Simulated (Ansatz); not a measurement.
## HgTe (zinc blende): energy over volume and axial ratio

HgTe (zinc blende), conventional cell a = 6.573 Å, b = 6.573 Å, c = 6.573 Å, α = 90.00°, β = 90.00°, γ = 90.00°. The calculation uses the primitive cell of 2 atoms, to which meshes and values per cell refer.

The relaxed cell is deformed in two ways at once: its volume V is scaled, and at that volume it is stretched along z (the c axis of the conventional cell) so that c/a changes. Fractional atomic positions are held.

Method: r2SCAN (plane waves to 500 eV, PAW, scalar-relativistic; Ansatz, a first-principles code). k mesh 12×12×12 (Γ-centred), Fermi-Dirac smearing 0.05 eV. E stands for the smeared free energy. Stress and pressure are positive under compression. With partly filled bands, the response to shear is sensitive to the k mesh, so small differences along c/a are uncertain. At this level the bands of HgTe touch or barely overlap. HgTe was relaxed with its symmetry unable to fall. Spin-orbit coupling is left out, though Hg and Te are heavy. ΔE is measured from the relaxed starting cell.

ΔE (kJ/mol of atoms), with V/V₀ across and (c/a)/(c/a)₀ down:

```
(c/a)/(c/a)₀ \ V/V₀  0.960  0.980  1.000  1.020  1.040
-------------------  -----  -----  -----  -----  -----
0.960                  0.9    0.3    0.2    0.3    0.8
0.980                  0.8    0.2    0.0    0.2    0.7
1.000                  0.7    0.2    0.0    0.2    0.6
1.020                  0.8    0.2    0.0    0.2    0.7
1.040                  0.9    0.3    0.2    0.4    0.8
```

σzz − σxx (GPa), with V/V₀ across and (c/a)/(c/a)₀ down:

```csv
(c/a)/(c/a)₀ \ V/V₀,0.960,0.980,1.000,1.020,1.040
0.960,0.5,0.6,0.6,0.6,0.6
0.980,0.3,0.3,0.3,0.3,0.3
1.000,0.0,0.0,0.0,0.0,0.0
1.020,-0.3,-0.3,-0.3,-0.3,-0.3
1.040,-0.6,-0.6,-0.7,-0.7,-0.7
```

Summary:

* **Shear modulus C′ = (C11 − C12)/2 (fit, atoms clamped)**: 7.7 GPa
* **Lowest place on the grid**: V/V₀ = 1.000, (c/a)/(c/a)₀ = 1.000 (0 meV/atom)
* **Highest place on the grid**: V/V₀ = 0.960, (c/a)/(c/a)₀ = 1.040 (9 meV/atom)

(A scan under strain: stresses follow from slopes of the energy per volume, elastic moduli from its curvatures.)
